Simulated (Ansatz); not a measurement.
Relaxed candidate structures of YCl:

A. P-1 (No. 2), aP4; a = b = 3.761 Å, c = 10.406 Å, α = 89.65°, β = 79.84°, γ = 60.00°; close to C2/m at 0.1 Å; Cl 2i (0.196, 0.407, 0.194); Y 2i (0.754, 0.125, 0.363); ferromagnetic

B. Cccm (No. 66), oS8; a = 3.5298 Å, b = 10.0216 Å, c = 6.7950 Å, α = 90.00°, β = 90.00°, γ = 90.00°; Cl 4d (0.000, 0.500, 0.000); Y 4e (0.250, 0.250, 0.000); non-magnetic

C. Amm2 (No. 38), oS8; a = 3.4392 Å, b = 3.5032 Å, c = 15.9715 Å, α = β = γ = 90.00°; Cl 2b (0.500, 0.500, 0.023); Cl 2b (0.500, 0.500, 0.835); Y 2b (0.500, 0.500, 0.663); Y 2a (0.000, 0.000, 0.931); non-magnetic

D. Pm-3m (No. 221), cP2, CsCl type; a = b = c = 3.4863 Å, α = β = γ = 90.00°; Y 1a (0.000, 0.000, 0.000); Cl 1b (0.500, 0.500, 0.500); non-magnetic

Problem. Put the candidates in order of energy per atom, lowest first, for PBE (plane waves to 420 eV, PAW, scalar-relativistic; Ansatz, an electronic-structure program).

Solution. A (reference, the lowest of the structures calculated here), C (+0.32 eV/atom), B (+0.41 eV/atom), D (+0.60 eV/atom)

Probably no minimum, since a slightly shaken restart fell lower: Pm-3m, cP2, CsCl type, non-magnetic (by 0.28 eV/atom, to Amm2). 1 run with a doubtful electronic state, a coarser numerical grid, an end not at rest or a source that can't be used is left out. 2 generated cells of layers, chains or molecules, poorly bound without dispersion, are left out. Each run could gain symmetry but not lose that of its start, so entries can be saddle points. All of these are generated cells (placed on structure types, drawn at random, substituted or restacked) that were not matched to a known phase here. Each structure is listed in the lowest spin state found for it. The real structure of this composition may not be among these. Static energies at zero pressure. Spin states reached: ferromagnetic, non-magnetic; non-magnetic ones ran without spin or lost their moments; spin orders were not searched systematically. No Hubbard U is applied. No dispersion correction is included, so spacings between layers, chains or molecules are soft and tend to come out too large.
